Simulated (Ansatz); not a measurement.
**Equation of state of indium, bcc**

All numbers below come from Ansatz 0.2.0, DFT, BLYP, plane waves (420 eV) with PAW, scalar-relativistic. The PAW files were generated under PBE, with cores re-solved for the functional.

The cell is scaled uniformly from the relaxed one, with fractional coordinates and shape fixed. Energies are extrapolated to zero smearing, pressures are those at the given smearing. Magnetic state: spin not included.

```json
{"V (Å³/atom)": "27.745", "E − E₀ (meV/atom)": "37.6", "P (GPa)": "3.80"}
{"V (Å³/atom)": "29.006", "E − E₀ (meV/atom)": "14.6", "P (GPa)": "2.18"}
{"V (Å³/atom)": "30.268", "E − E₀ (meV/atom)": "2.9", "P (GPa)": "0.92"}
{"V (Å³/atom)": "31.529", "E − E₀ (meV/atom)": "0.0", "P (GPa)": "-0.06"}
{"V (Å³/atom)": "32.790", "E − E₀ (meV/atom)": "4.0", "P (GPa)": "-0.83"}
{"V (Å³/atom)": "34.051", "E − E₀ (meV/atom)": "13.4", "P (GPa)": "-1.42"}
{"V (Å³/atom)": "35.312", "E − E₀ (meV/atom)": "26.9", "P (GPa)": "-1.89"}
```

Task: Fit a third-order Birch-Murnaghan equation.

Result: V₀ = 31.38 Å³/atom, B₀ = 22 GPa, B₀′ = 5.1.
